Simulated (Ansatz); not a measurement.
## Te: from a starting cell to a relaxed one

The start is a generated cell, Te built in the diamond structure type. The structure is fully relaxed (lattice and positions, P = 0) with PBE (plane waves to 420 eV, PAW, scalar-relativistic; Ansatz, an electronic-structure program). First-step values are on the input's coarse k-mesh.

Ansatz input (later rounds restart from its end on a renewed k-mesh):
Ansatz 0.2 input:
```yaml
crystal:
  lattice:
    - [0, 3.186973, 3.186973]
    - [3.186973, 0, 3.186973]
    - [3.186973, 3.186973, 0]
  atoms:
    - { symbol: Te, position: [0.25, 0.25, 0.25] }
    - { symbol: Te, position: [0, 0, 0] }
basis: { ecutwfc: 420, ecutrho_ratio: 4, xc_grid: 2, fft_grid_basis: typed }
kpoints: { mp_grid: { grid: [6, 6, 6] } }
hamiltonian:
  xc: pbe
  dispersion: none
  pseudopotentials: { azcp: { folder: ./paw }, kind: paw }
scf: { occupations: { method: fermi_dirac, width: 0.05 } }
relax: { f_tol: 0.01, max_steps: 100, cell: { stress_tol: 0.02 } }
output: { forces: true, stress: true }
```

Q: How large is the pressure on the unrelaxed cell, and of which sign?

A: +20 GPa (positive: the cell is compressed).

Q: How does the volume per atom move from start to end?

A: +43.2 %, from 32.37 to 46.35 Å³/atom.

Q: What band gap does the relaxed structure have at this level?

A: No gap (metallic).

Q: What does it relax into? Give the structure.

A: 
```cif
data_Te8
_chemical_formula_sum 'Te8'
_space_group_name_H-M_alt 'Fd-3m :1'
_space_group_IT_number 227
_space_group_name_Hall 'F 4d 2 3 -1d'
_cell_length_a 7.18443
_cell_length_b 7.18443
_cell_length_c 7.18443
_cell_angle_alpha 90.000
_cell_angle_beta 90.000
_cell_angle_gamma 90.000
loop_
_atom_site_label
_atom_site_type_symbol
_atom_site_symmetry_multiplicity
_atom_site_Wyckoff_symbol
_atom_site_fract_x
_atom_site_fract_y
_atom_site_fract_z
_atom_site_occupancy
Te1 Te 8 b 0.50000 0.50000 0.50000 1
```
(The calculation used a cell of 2 atoms; values per cell refer to that cell.)

The space group stays Fd-3m (No. 227) (the run could not lower it); the end is diamond type, with 2 atoms in the primitive cell. Final values are on a 11×11×11 k-mesh of the relaxed cell. No spin polarisation in the result.

The run could not lose the symmetry of its start, so the end can be a saddle point.

All atoms sit on sites fixed by symmetry, so only the cell could relax.

The relaxed structure here is a generated cell of Te: the first start was made by placing the elements on the sites of a structure type, and the end was not matched to a known phase here, so it may be hypothetical. Known forms of Te include space group No. 152.
